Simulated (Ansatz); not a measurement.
## BaZrO₃: do energies and stresses tell the same story?

Method: Ansatz, DFT r2SCAN, scalar-relativistic, plane waves, PAW.

Settings: cutoff 500 eV, Γ-centred mesh 6×6×6 on the computed 5-atom cell, Gaussian smearing of 0.02 eV; no spin polarisation.

Relaxed cell: Pm-3m, a = 4.205 Å, b = 4.205 Å, c = 4.205 Å, α = 90.00°, β = 90.00°, γ = 90.00°, 5 atoms in the primitive cell. Whether it is the stable form of this composition wasn't checked.

Energies at zero smearing and pressures from the stress tensor, at volumes with shape and atoms relaxed:
```
V (Å³/atom) E − E(first) (meV/atom) P (GPa)
     13.088                     0.00    27.55
     13.534                   -64.34    18.89
     13.980                  -106.45    11.54
     14.426                  -129.67     5.30
     14.872                  -136.82    -0.02
     15.319                  -130.31    -4.54
     15.765                  -112.16    -8.39
     16.360                   -72.84   -12.64
```

**Question.** Check P = −dE/dV between neighbouring volumes, and get the bulk modulus from the pressures alone.

**Answer.** With 1 eV/Å³ = 160.2 GPa:
```json
{"middle V (Å³/atom)": "13.311", "−ΔE/ΔV (GPa)": "23.105", "mean P (GPa)": "23.222"}
{"middle V (Å³/atom)": "13.757", "−ΔE/ΔV (GPa)": "15.120", "mean P (GPa)": "15.219"}
{"middle V (Å³/atom)": "14.203", "−ΔE/ΔV (GPa)": "8.337", "mean P (GPa)": "8.421"}
{"middle V (Å³/atom)": "14.649", "−ΔE/ΔV (GPa)": "2.567", "mean P (GPa)": "2.642"}
{"middle V (Å³/atom)": "15.096", "−ΔE/ΔV (GPa)": "-2.334", "mean P (GPa)": "-2.277"}
{"middle V (Å³/atom)": "15.542", "−ΔE/ΔV (GPa)": "-6.518", "mean P (GPa)": "-6.463"}
{"middle V (Å³/atom)": "16.062", "−ΔE/ΔV (GPa)": "-10.590", "mean P (GPa)": "-10.515"}
```

The two differ by 0.12 GPa at most. The mean of two end pressures misses the average over a step by about ΔV² P″/12, up to 0.12 GPa here; with that taken off 0.00 GPa remains. Around V = 14.872 Å³/atom, the two neighbours give B = −V ΔP/ΔV = 14.872 × 9.84 / 0.892 = 163.9 GPa, against B0 = 163.2 GPa from the Birch–Murnaghan fit of the energies.

Cost: 9 runs of about 4 core-minutes in all, on AMD EPYC (Zen 3) (shared hosts).